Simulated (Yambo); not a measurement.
A G0W0@PBEsol run in Yambo for BN (space group P6_3/mmc, No. 194) (6×6×2 Γ-centred k mesh, 95 bands and a 10 Ry block in the screening, 95 bands in G with the Bruneval-Gonze terminator, plasmon pole fitted at 27.2 eV) gives these matrix elements, in eV, at the band edges (H → M):

```json
[
 {"state": "valence edge", "E0": "0.000", "<Vxc>": "-16.470", "<Σx>": "-19.834", "<Σc(E0)>": "2.304", "Z": "0.806"},
 {"state": "conduction edge", "E0": "4.189", "<Vxc>": "-10.416", "<Σx>": "-5.410", "<Σc(E0)>": "-4.145", "Z": "0.839"}
]
```

### Question
Solve the linearised quasiparticle equation for both states, give the gap, and say how exchange and correlation each act on it.

### Answer
E = E0 + Z(Σx + Σc − Vxc). Valence: 0.000 + 0.806 × (-19.834 + (2.304) − (-16.470)) = -0.85 eV. Conduction: 4.189 + 0.839 × (-5.410 + (-4.145) − (-10.416)) = 4.91 eV. The gap is 5.77 eV, against 4.19 eV in PBEsol. Replacing Vxc by bare exchange alone would open it by 8.37 eV; correlation takes back 6.45 eV of that, and Z scales what is left. Nearest settings tried, and what they do to the gap: 60 bands in W, 60 bands in G: -7 meV; 8 Ry block (95 vectors against 151): -77 meV. Not varied: mesh. So the settings aren't converged at that level. 

Geometry relaxed with PBE+D3(BJ); primitive cell a = 2.5054 Å, b = 2.5054 Å, c = 6.6103 Å, α = 90.00°, β = 90.00°, γ = 120.00°.
